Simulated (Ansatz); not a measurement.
GeMo$_{2}$C:
Space group P6₃/mmc (No. 194); a = b = 3.0994 Å, c = 12.5339 Å, α = β = 90.00°, γ = 120.00°

| atom | site | symmetry | x | y | z |
|---|---|---|---|---|---|
| Ge | 2d | -6m2 | 0.6667 | 0.3333 | 0.2500 |
| Mo | 4f | 3m. | 0.3333 | 0.6667 | 0.0896 |
| C | 2a | -3m. | 0.0000 | 0.0000 | 0.0000 |

Relaxed with PBEsol.

### Question
Which orbitals make up the states near the Fermi level in PBEsol (plane waves, PAW; program Ansatz)?

### Answer
Within 0.5 eV of the Fermi level: Mo 4d 80 %, Ge 4p 10 %, C 2p 5 %. Projections are on Löwdin-orthogonalised atomic valence shells; empty p or d shells of many metals are not among them.

### Question
Tabulate the density of states.

### Answer
States/eV per cell of 8 atoms, in 0.25 eV bins, energy from the Fermi level.

| E (eV) | total | Mo 4d | C 2p | Ge 4p |
|---|---|---|---|---|
| -7.85 | 0.22 | 0.07 | 0.01 | 0.01 |
| -7.60 | 0.22 | 0.08 | 0.07 | 0.03 |
| -7.35 | 0.74 | 0.29 | 0.23 | 0.09 |
| -7.10 | 2.47 | 1.02 | 0.86 | 0.18 |
| -6.85 | 4.17 | 1.71 | 1.50 | 0.29 |
| -6.60 | 4.69 | 1.89 | 1.81 | 0.27 |
| -6.35 | 3.42 | 1.39 | 1.39 | 0.15 |
| -6.10 | 1.79 | 0.84 | 0.71 | 0.06 |
| -5.85 | 4.82 | 2.21 | 2.01 | 0.16 |
| -5.60 | 5.35 | 2.47 | 2.14 | 0.35 |
| -5.35 | 13.71 | 6.72 | 6.11 | 0.38 |
| -5.10 | 6.79 | 2.90 | 3.04 | 0.55 |
| -4.85 | 1.33 | 0.53 | 0.29 | 0.40 |
| -4.60 | 2.30 | 1.02 | 0.29 | 0.82 |
| -4.35 | 5.37 | 3.27 | 0.39 | 1.40 |
| -4.10 | 5.25 | 3.73 | 0.18 | 1.09 |
| -3.85 | 5.49 | 3.55 | 0.22 | 1.46 |
| -3.60 | 4.38 | 2.43 | 0.24 | 1.39 |
| -3.35 | 9.41 | 4.49 | 0.68 | 3.45 |
| -3.10 | 6.37 | 3.70 | 0.39 | 1.86 |
| -2.85 | 2.43 | 1.94 | 0.07 | 0.32 |
| -2.60 | 2.02 | 1.68 | 0.04 | 0.23 |
| -2.35 | 1.99 | 1.68 | 0.03 | 0.22 |
| -2.10 | 2.65 | 2.20 | 0.06 | 0.30 |
| -1.85 | 3.75 | 3.14 | 0.09 | 0.43 |
| -1.60 | 4.27 | 3.48 | 0.13 | 0.54 |
| -1.35 | 2.67 | 2.00 | 0.14 | 0.40 |
| -1.10 | 3.21 | 2.42 | 0.19 | 0.42 |
| -0.85 | 4.22 | 3.38 | 0.18 | 0.48 |
| -0.60 | 4.97 | 4.06 | 0.20 | 0.49 |
| -0.35 | 4.08 | 3.21 | 0.20 | 0.46 |
| -0.10 | 4.22 | 3.31 | 0.22 | 0.47 |
| 0.15 | 4.49 | 3.54 | 0.25 | 0.46 |
| 0.40 | 6.36 | 5.22 | 0.31 | 0.48 |
| 0.65 | 6.42 | 5.49 | 0.31 | 0.36 |
| 0.90 | 7.55 | 6.57 | 0.30 | 0.43 |
| 1.15 | 5.72 | 4.65 | 0.36 | 0.45 |
| 1.40 | 5.53 | 4.16 | 0.44 | 0.61 |
| 1.65 | 4.85 | 3.34 | 0.39 | 0.76 |
| 1.90 | 4.28 | 2.87 | 0.32 | 0.76 |
| 2.15 | 5.48 | 3.36 | 0.50 | 0.94 |
| 2.40 | 5.55 | 3.41 | 0.48 | 0.93 |
| 2.65 | 4.33 | 2.27 | 0.62 | 0.87 |
| 2.90 | 3.25 | 1.55 | 0.54 | 0.68 |
| 3.15 | 3.88 | 1.82 | 0.72 | 0.70 |
| 3.40 | 3.70 | 1.79 | 0.61 | 0.61 |
| 3.65 | 5.09 | 2.33 | 1.04 | 0.86 |
| 3.90 | 6.27 | 2.77 | 1.39 | 1.05 |
| 4.15 | 5.15 | 2.19 | 1.19 | 0.88 |
| 4.40 | 4.95 | 2.02 | 1.11 | 0.93 |
| 4.65 | 3.14 | 1.19 | 0.55 | 0.61 |

Space group P6_3/mmc. The start of the workflow was typed in or built on a structure type; neither database checked (COD, Materials Project) lists it. Its standing as an ambient phase is unchecked. Symmetry was held in the PBEsol relaxation; whether a distortion lowers the energy is not shown. The run is not spin-polarised. Scalar-relativistic: spin–orbit coupling is off unless named, which matters more the heavier the elements.

Potentials: the earlier of the program's two PAW sets. The files were generated under PBE; for other functionals the program regenerates the frozen cores, and for LDA and PBEsol the local potential too.
